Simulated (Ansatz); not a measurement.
Ir:
```
Ir
1.0
    0.00000     2.78403     2.78403
    2.78403     0.00000     2.78403
    2.78403     2.78403     0.00000
Ir
2
Direct
  0.00000   0.00000   0.00000
  0.25000   0.25000   0.25000
```

Relaxed with PBE. Special points in fractions of this cell's reciprocal vectors: Γ (0.000, 0.000, 0.000); X (0.500, 0.000, 0.500); U (0.625, 0.250, 0.625); K (0.375, 0.375, 0.750); L (0.500, 0.500, 0.500); W (0.500, 0.250, 0.750).

Q: List the band energies nearest the Fermi level at these points for the program Ansatz at the PBE level (PAW).

A: In eV from the Fermi level; about four levels below and three above (degenerate sets whole), none deeper than 8.9 eV; points with the same levels are listed once.

```tsv
k	below	above
Γ	-4.65 -4.65 -4.65 -1.73 -1.73 -1.73	0.78 0.78 10.68
X	-3.67 -3.67 -2.47 -2.47	0.58 0.58 1.95 1.95
U	-3.93 -2.85 -2.75 -2.51	0.78 1.01 1.02
L	-4.67 -4.67 -1.94 -1.01 -1.01	0.25 0.25 1.44
W	-3.18 -3.18 -2.90 -2.90	1.05 1.05 1.56 1.56
```

Space group Fd-3m (diamond). The start of the workflow was typed in or built on a structure type; neither database checked (COD, Materials Project) lists it. It is not the phase usual at ambient conditions (space group No. 225). The PBE relaxation kept the symmetry of its start; whether a distortion lowers the energy is not shown. No spin polarisation was allowed. Scalar-relativistic: spin–orbit coupling is off unless named, which matters more the heavier the elements.

Potentials: the earlier of the program's two PAW sets.
